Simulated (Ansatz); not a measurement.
## Calculated ¹⁷O NMR of the central transition for PHPbO4

Cell: a computed structure from the Materials Project (it need not be an observed phase), taken as it stands.

```cif
data_PHPbO4
_symmetry_space_group_name_H-M 'P2/c'
_symmetry_Int_Tables_number 13
_cell_length_a 4.7970
_cell_length_b 6.6660
_cell_length_c 5.8509
_cell_angle_alpha 90.000
_cell_angle_beta 97.059
_cell_angle_gamma 90.000
loop_
_atom_site_label
_atom_site_type_symbol
_atom_site_symmetry_multiplicity
_atom_site_Wyckoff_symbol
_atom_site_fract_x
_atom_site_fract_y
_atom_site_fract_z
H H 2 a 0.0000 0.0000 0.5000
P P 2 e 0.0000 0.7113 0.2500
Pb Pb 2 f 0.5000 0.3005 0.2500
O7 O 4 g 0.7579 0.5813 0.1286
O11 O 4 g 0.8822 0.8467 0.4345
```

One atom of each set is listed.

Method: Kohn–Sham DFT in Ansatz, PBE, plane waves and PAW, scalar-relativistic, 420 eV cutoff, Γ-centred 4×3×4 k-points, Fermi–Dirac smearing 0.02 eV.

¹⁷O has I = 5/2 and Q = -25.58 mb (Pyykkö 2018); at 23.5 T its Larmor frequency is ν₀ = 135.7 MHz. Only the quadrupole interaction is simulated: positions count from each site's isotropic chemical shift, and J coupling is left out, as are shift anisotropy and dipolar coupling, which fast spinning averages.

(1) What does the ¹⁷O spectrum (fast magic-angle spinning) show for each site?

Answers

(1) 

```json
{"site": "O7", "first shell": "1 P at 1.55 Å; also 2 Pb at 2.40–2.53 Å", "C_Q (MHz)": "-5.70", "η": "0.65", "P_Q (MHz)": "6.09", "δ_QIS (ppm)": "-12.1", "breadth (kHz)": "3.78"}
{"site": "O11", "first shell": "1 H at 1.21 Å, 1 P at 1.56 Å, angle 121°; also 1 Pb at 2.93 Å", "C_Q (MHz)": "-5.88", "η": "0.54", "P_Q (MHz)": "6.16", "δ_QIS (ppm)": "-12.4", "breadth (kHz)": "3.89"}
```

δ_QIS = −(ν_Q²/30ν₀²)[I(I+1) − 3/4](1 + η²/3) × 10⁶ ppm with ν_Q = 3|C_Q|/[2I(2I−1)]; it falls as 1/B₀² in ppm, and the breadth as 1/B₀ in kHz.

At O7 V_zz points along its bond to P (within 3°).

Hardware: 1 thread of Intel Xeon Platinum 8259CL CPU @ 2.50GHz (Skylake/Cascade Lake) (x86_64; 16 cores open to the job, memory cap 2.5 GiB, no GPU), a shared host with a load of 0.3 a core. Wall time 19 s, CPU time 19 s, peak memory 0.62 GiB.
